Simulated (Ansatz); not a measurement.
Single point in Ansatz 0.2.0 with m-r2SCAN, no spin polarisation. Cutoff 500 eV, PAW datasets, 3×4×4 (shifted by 0.5, 0.5, 0.5 steps) k mesh, fermi-dirac filling (width 0.1 eV).

Computed maps in the lattice plane spanned by a (left to right, 5.89 Å, 18 points from zero) and c (bottom to top, 4.50 Å, 14 points from zero), 93° apart, at height 0.714 along b. The fields are smooth PAW ones with compensation charges, not the true ones near nuclei.

Valence density. Digits on a logarithmic scale: 0 up to 0.03 e/Å³, each further digit a factor of 1.6, 9 from 1.3 e/Å³ up:
```
566556786533223345
654469998632234567
975579999643335799
996589999644346999
996569997544447999
996456765444446999
975333444444445799
654432234555444567
566643345666544445
689974457887544335
899985457887544335
999996457876543335
899975455665443335
688754555544333334
```

Question: The cell is In$_{2}$O$_{3}$. Which atoms lie within 0.2 Å of this plane, and where (fractions of a and c)?

Answer: In at (0.94, 0.64), O at (0.11, 0.15), O at (0.35, 0.76). The whole cell:
```
In O
1.0
     5.83849    0.54761   -0.56609
     0.99679    5.56742    0.28306
     0.24113   -0.51760    4.46272
In O
4 6
Cartesian
  3.8688 3.3652 0.8205
  4.0560 0.3290 0.3027
  6.3835 4.1573 2.5409
  4.6928 1.6210 2.7518
  2.6258 5.4205 0.6947
  0.4543 2.2815 0.2377
  4.1141 5.1022 2.7230
  1.4016 3.9309 0.8242
  0.9651 0.9715 1.8072
  2.9556 3.7352 3.3818
```

Origin: a disordered cell, so it need not be a known compound. Caveats: many states at the Fermi level without spin polarisation, so a magnetic state may lie lower; the k mesh is coarse if the cell is a metal; atoms or cell far from equilibrium; m-r2SCAN is r2SCAN with a changed spin dependence that lowers moments.
